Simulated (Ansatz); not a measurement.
A distorted cell of KTaO₃ (cubic perovskite):

```
CELL_PARAMETERS angstrom
      4.02318     0.00000     0.00000
      0.00000     4.02318     0.00000
      0.00000     0.00000     4.02318
ATOMIC_POSITIONS crystal
  K  0.00000 0.89312 0.00000
  Ta 0.50000 0.50000 0.50000
  O  0.00000 0.50000 0.50000
  O  0.50000 0.50000 0.00000
  O  0.50000 0.00000 0.50000
```

Computed with PBE (plane waves to 420 eV, PAW, scalar-relativistic; Ansatz, a first-principles code). k mesh 7×7×7 (Γ-centred), Fermi-Dirac smearing 0.05 eV. Energies are smeared free energies. Compression counts positive. KTaO3 is run without spin polarisation. KTaO3 was relaxed with its symmetry unable to fall. Spin-orbit coupling is left out, though Ta is heavy. The PAW data are Ansatz's earlier set.

Question: What forces act on the atoms (eV/Å, Cartesian)?

Answer: 
| atom | Fx | Fy | Fz |
|---|---|---|---|
| K1 | 0.000 | 1.781 | 0.000 |
| Ta2 | 0.000 | -0.911 | 0.000 |
| O3 | 0.000 | -0.294 | 0.000 |
| O4 | 0.000 | -0.294 | 0.000 |
| O5 | 0.000 | -0.283 | 0.000 |

Question: What is the stress tensor (GPa)?

Answer: 
```
   3.31     0.00     0.00
   0.00     1.42     0.00
   0.00     0.00     3.31
```
The pressure, a third of the trace, is 2.68 GPa.

Question: In it atom 1 sits (0.000, -0.430, 0.000) Å away from its relaxed site. What is its energy relative to the relaxed cell?

Answer: 367 meV/cell.

(A displaced cell: forces are minus the slopes of the energy, force constants its curvatures, and phonons follow from these.)
